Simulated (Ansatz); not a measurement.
Al₂Au (fluorite or antifluorite type), relaxed with PBEsol (Ansatz, a program for electronic structure, plane waves, PAW): a = 6.003 Å, b = 6.003 Å, c = 6.003 Å, α = 90.00°, β = 90.00°, γ = 90.00°.

```
Item                                  Result
------------------------------------  ------
ΔH_f (eV/atom)                         -0.45
B₀ by P(V) fit (GPa)                     115
K_Hill (GPa)                             115
G_Hill (GPa)                            40.9
highest Γ mode, no LO–TO term (cm⁻¹)     263
Θ_D (K)                                  294
```

**Question.** The same phase is relaxed and computed with r²SCAN in the same code. What are the cell and these values now?

**Answer.** a = 6.010 Å, b = 6.010 Å, c = 6.010 Å, α = 90.00°, β = 90.00°, γ = 90.00°.

- ΔH_f (eV/atom) = -0.49
- B₀ by P(V) fit (GPa) = 118
- K_Hill (GPa) = 118
- G_Hill (GPa) = 44.7
- highest Γ mode, no LO–TO term (cm⁻¹) = 262
- Θ_D (K) = 307

All cells were relaxed under the symmetry of their starts (and spin orders); stability against distortions was not tested throughout. Scalar-relativistic: spin–orbit coupling is off unless named, which matters more the heavier the elements.

Potentials: the later of the program's two PAW sets.

Ansatz is a plane-wave DFT program.

Formation energies count from the lowest solids of the elements computed at the same level, not from gases.
